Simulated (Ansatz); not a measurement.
Theory: DFT, LDA (PW92), plane waves (420 eV) with PAW, scalar-relativistic in Ansatz 0.2.0. The PAW files were generated under PBE, with cores re-solved for the functional.

An element in the dhcp structure gives this curve. The cell is scaled uniformly from the relaxed one, with fractional coordinates and shape fixed. Energies are extrapolated to zero smearing, pressures are those at the given smearing. Magnetic state: spin not included.

| V (Å³/atom) | E − E₀ (meV/atom) | P (GPa) |
| --- | --- | --- |
| 12.611 | 326.3 | 68.30 |
| 13.184 | 133.8 | 40.52 |
| 13.758 | 30.8 | 18.12 |
| 14.331 | -0.1 | 0.04 |
| 14.904 | 27.3 | -14.51 |
| 15.477 | 101.4 | -26.20 |
| 16.051 | 213.2 | -35.56 |

(1) Which element is it?
A. titanium
B. vanadium
C. rhenium
D. osmium

## Answers

(1) C. Its fit is V₀ = 14.33 Å³/atom, B₀ = 404 GPa, B₀′ = 4.4.
